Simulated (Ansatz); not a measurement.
## Frozen-phonon scan for Al (fcc, Cu type)

Al (fcc, Cu type)

```
Al
1.0
    0.00000     3.99072     3.99072
    1.99536     0.00000     1.99536
    1.99536     1.99536     0.00000
Al
2
Direct
  0.00000   0.00000   0.00000
  0.50000   0.00000   0.00000
```

The atoms are displaced by Q × the pattern below (from a DFPT mode at L = (0.5, 0.0, 0.0), largest move 1; Q in Å), at fixed cell. (q is in reciprocal vectors of the primitive cell; the cell shown is doubled to hold the pattern.)

```
atom       x       y       z
----  ------  ------  ------
Al1   -0.577   0.577   0.577
Al2    0.577  -0.577  -0.577
```

The numbers are results of r2SCAN (plane waves to 500 eV, PAW, scalar-relativistic; Ansatz, a program for electronic structure), not measurements. k mesh 10×20×20 (Γ-centred), Fermi-Dirac smearing 0.05 eV. The energy includes the smearing's −TS. Stress and pressure are positive under compression. With partly filled bands, energies and forces of such displacements shift with the k mesh and the smearing. Al was relaxed with its symmetry unable to fall. The PAW data are Ansatz's earlier set. ΔE is measured from the undisplaced structure.

```csv
Q (Å),ΔE (eV/cell),−dE/dQ from forces (eV/Å),P (GPa)
-0.180,0.413,4.840,6.4
-0.150,0.282,3.905,4.5
-0.120,0.178,3.047,2.8
-0.090,0.099,2.242,1.6
-0.060,0.044,1.464,0.7
-0.030,0.011,0.724,0.2
0.000,0.000,0.000,0.0
0.030,0.011,-0.724,0.2
0.060,0.044,-1.464,0.7
0.090,0.099,-2.242,1.6
0.120,0.178,-3.047,2.8
0.150,0.282,-3.905,4.5
0.180,0.413,-4.840,6.4
```

Derived quantities:

Energy at Q = 0.180 Å: 413 meV/cell
Space group of the distorted cell: R-3m (No. 166), lowered from Fm-3m
Symmetry of the curve: even: the same for both signs
Shape of the curve: a single well with its minimum at or next to zero displacement
Harmonic wavenumber from the curvature (finite differences): 348 cm⁻¹
Wavenumber by perturbation theory (DFPT, on another k mesh): 348 cm⁻¹

(For displaced atoms, the force is minus the slope of the energy, and its curvature is a force constant, which sets phonon frequencies.)
